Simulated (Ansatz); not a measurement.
Given:

AlAu:
```cif
data_Al4Au4
_chemical_formula_sum 'Al4 Au4'
_space_group_name_H-M_alt 'P21/m'
_space_group_IT_number 11
_space_group_name_Hall '-P 2yb'
_cell_length_a 6.32416
_cell_length_b 3.40519
_cell_length_c 6.37722
_cell_angle_alpha 90.000
_cell_angle_beta 92.653
_cell_angle_gamma 90.000
loop_
_atom_site_label
_atom_site_type_symbol
_atom_site_symmetry_multiplicity
_atom_site_Wyckoff_symbol
_atom_site_fract_x
_atom_site_fract_y
_atom_site_fract_z
_atom_site_occupancy
Al1 Al 2 e 0.44959 0.25000 0.17859 1
Al2 Al 2 e 0.08064 0.25000 0.68037 1
Au1 Au 2 e 0.69135 0.25000 0.52164 1
Au2 Au 2 e 0.18778 0.75000 0.00574 1
```

This is the r²SCAN-relaxed structure.

### Question
All from r²SCAN in the plane-wave PAW code Ansatz, unless another level is named. Predict the density of states at the Fermi level.

### Answer
0.22 states/eV per atom (mean over ±0.08 eV).

### Question
What about the formation energy from the elements (no fitted shifts)?

### Answer
-0.41 eV/atom.

Space group P2_1/m. The workflow started from a Materials Project entry (that database holds measured and hypothetical structures alike); the Crystallography Open Database copy checked does not list it. Its standing as an ambient phase is unchecked. The cell was relaxed with r²SCAN under the symmetry of its start; its stability against distortions is not shown here. The references are the lowest solids computed at this level, not always the standard phases. Scalar-relativistic: spin–orbit coupling is off unless named, which matters more the heavier the elements.

Potentials: the later of the program's two PAW sets.
